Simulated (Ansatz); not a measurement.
Input:

ZnCdSe$_{2}$:
```xyz
4
Lattice="4.0713 0.0000 0.0000 0.0000 4.0713 0.0000 0.0000 0.0000 5.8414" Properties=species:S:1:pos:R:3 pbc="T T T"
Zn     2.0357     2.0357     2.9207
Cd     0.0000     0.0000     0.0000
Se     0.0000     2.0357     4.2444
Se     2.0357     0.0000     1.5970
```

This is the LDA-relaxed structure. Tensor components refer to the Cartesian frame of this cell.

### Question
All from LDA in the plane-wave PAW code Ansatz, unless another level is named. Give the hole effective mass, band 1 of 2 at the edge.

### Answer
3.1 along x, 0.60 along z (mₑ).

### Question
Next, the formation energy from the elements (no fitted shifts)?

### Answer
-0.59 eV/atom.

### Question
And the weight of the valence-edge state by species (Voronoi cells)?

### Answer
Se 80 %, Cd 10 %, Zn 10 %.

Space group P-4m2. The workflow started from a Materials Project entry (that database holds measured and hypothetical structures alike); the Crystallography Open Database copy checked does not list it. Whether it is the stable phase at ambient conditions was not checked. The LDA relaxation kept the symmetry of its start; phonons on a q-mesh show no instability. The references are the lowest solids computed at this level, not always the standard phases. Spin–orbit coupling is left out wherever it is not named.

Potentials: the later of the program's two PAW sets.

Edges and masses are those of Kohn–Sham bands, whose gap is no quasiparticle gap.
